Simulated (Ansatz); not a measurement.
All numbers below come from DFT PBE, scalar-relativistic, plane waves, PAW in Ansatz. All cells share a 420 eV cutoff and Γ-centred k meshes spaced at most about 0.3 Å⁻¹ (about 0.25 or finer for metals, 2π included). No spin polarisation in the final relaxations.

All energies are static (0 K, no zero-point motion).

Compare these two cells of Lu2SiNF2, each relaxed at this level.

1.

Space group P4/nmm:1 (No. 129). a = 3.325 Å, b = 3.325 Å, c = 15.325 Å, α = 90.00°, β = 90.00°, γ = 90.00°
```json
{"atom": "Lu", "site": "2c", "symmetry": "4mm", "x": "0.0000", "y": "0.5000", "z": "0.6838"}
{"atom": "Lu", "site": "2c", "symmetry": "4mm", "x": "0.5000", "y": "0.0000", "z": "0.9170"}
{"atom": "Si", "site": "2c", "symmetry": "4mm", "x": "0.0000", "y": "0.5000", "z": "0.4323"}
{"atom": "N", "site": "2c", "symmetry": "4mm", "x": "0.5000", "y": "0.0000", "z": "0.4539"}
{"atom": "F", "site": "2c", "symmetry": "4mm", "x": "0.5000", "y": "0.0000", "z": "0.7696"}
{"atom": "F", "site": "2c", "symmetry": "4mm", "x": "0.0000", "y": "0.5000", "z": "0.8558"}
```

2.

Space group P4mm (No. 99). a = 3.383 Å, b = 3.383 Å, c = 7.849 Å, α = 90.00°, β = 90.00°, γ = 90.00°
| atom | site | symmetry | x | y | z |
| --- | --- | --- | --- | --- | --- |
| Lu | 1a | 4mm | 0.0000 | 0.0000 | 0.7766 |
| Lu | 1b | 4mm | 0.5000 | 0.5000 | 0.4058 |
| Si | 1a | 4mm | 0.0000 | 0.0000 | 0.1999 |
| N | 1b | 4mm | 0.5000 | 0.5000 | 0.6663 |
| F | 2c | 2mm. | 0.5000 | 0.0000 | 0.9750 |

Question: Which form is favoured at zero pressure, and by what margin per atom?

Answer: Cell 1 is lower, by 126 meV/atom. Cell 1 has space group P4/nmm (No. 129), 14.1 Å³/atom and no gap on its mesh; cell 2 has space group P4mm (No. 99), 15.0 Å³/atom and no gap. Counting F or N atoms around Lu and Si (for each partner element, those within 1.25 times its shortest distance or 1.15 times the sum of covalent radii, where it is the nearest in units of that sum or under 1.3; a plus sign parts groups by distance over the sum of covalent radii; the shortest distance is added where it exceeds 1.18 times the sum of covalent radii; a slash parts the counts of unlike sites), cell 1 has Lu 5/1+5, Si 1 and cell 2 has Lu 1/8, Si 4 from 2.4 Å. The denser one is the lower, and pressure would at first widen the difference. In cell 1, around Lu on its first site lie 1 N at 2.11 Å, 5 F at 2.64–2.69 Å and 4 Si at 2.95 Å; Si is surrounded by 1 N at 1.74 Å, 4 N at 2.37 Å and 4 Lu at 2.95 Å; N has 1 Si at 1.74 Å and 1 Lu at 2.11 Å; F on its first site has 1 Lu at 2.26 Å, 4 Lu at 2.69 Å and 4 F at 2.70 Å; 2 more sites not described. In cell 2, Lu on its first site is surrounded by 4 F at 2.30 Å and 4 N at 2.54 Å; Si is surrounded by 4 F at 2.44 Å and 4 Lu at 2.89 Å; N is surrounded by 1 Lu at 2.04 Å and 4 Lu at 2.54 Å; around F lie 2 Lu at 2.30 Å, 4 F at 2.39 Å and 2 Si at 2.44 Å; 1 more site not described. Both come from invented guesses.

In P4mm an odd number of electrons in the primitive cell allows no gap without spin; a larger cell or a magnetic state could open one. A magnetic state wasn't ruled out in cells without spin, among them P4mm. Cells relaxed within their symmetry can be saddle points.
